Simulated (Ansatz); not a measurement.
CsCdBr₃:
```yaml
crystal:
  lattice:
    - [7.42288, 0.00000, 0.00000]
    - [-3.71144, 6.42840, 0.00000]
    - [0.00000, 0.00000, 6.52306]
  atoms:
    - { symbol: Cs, position: [0.33333, 0.66667, 0.75000] }
    - { symbol: Cs, position: [0.66667, 0.33333, 0.25000] }
    - { symbol: Cd, position: [0.00000, 0.00000, 0.00000] }
    - { symbol: Cd, position: [0.00000, 0.00000, 0.50000] }
    - { symbol: Br, position: [0.17032, 0.82968, 0.25000] }
    - { symbol: Br, position: [0.82968, 0.17032, 0.75000] }
    - { symbol: Br, position: [0.34064, 0.17032, 0.75000] }
    - { symbol: Br, position: [0.65936, 0.82968, 0.25000] }
    - { symbol: Br, position: [0.17032, 0.34064, 0.25000] }
    - { symbol: Br, position: [0.82968, 0.65936, 0.75000] }
```

Tensor components refer to the Cartesian frame of this cell.

Question: Give the high-frequency dielectric tensor and the Born effective charge tensors of the independent atoms from DFPT, the program Ansatz at the LDA level (PAW).

Answer: 
ε∞:
```
3.83  0.00  0.00
0.00  3.83  0.00
0.00  0.00  3.91
```
Z* of atom 1 (Cs), rows: field, columns: displacement, in e:
```
1.48  0.00  0.00
0.00  1.48  0.00
0.00  0.00  1.35
```
Z* of atom 3 (Cd), rows: field, columns: displacement, in e:
```
1.99  0.00  0.00
0.00  1.99  0.00
0.00  0.00  2.81
```
Z* of atom 5 (Br), rows: field, columns: displacement, in e:
```
-1.31   0.26   0.00
 0.26  -1.01   0.00
 0.00   0.00  -1.39
```

Space group P6_3/mmc. The first step of the workflow began from a Materials Project structure, measured or hypothetical; the Crystallography Open Database files this formula in space group No. 194, but the cells were not matched. Its standing as an ambient phase is unchecked. Symmetry was held in the LDA relaxation; its stability against distortions is not shown here. Spin–orbit coupling is left out wherever it is not named.

Potentials: the later of the program's two PAW sets.
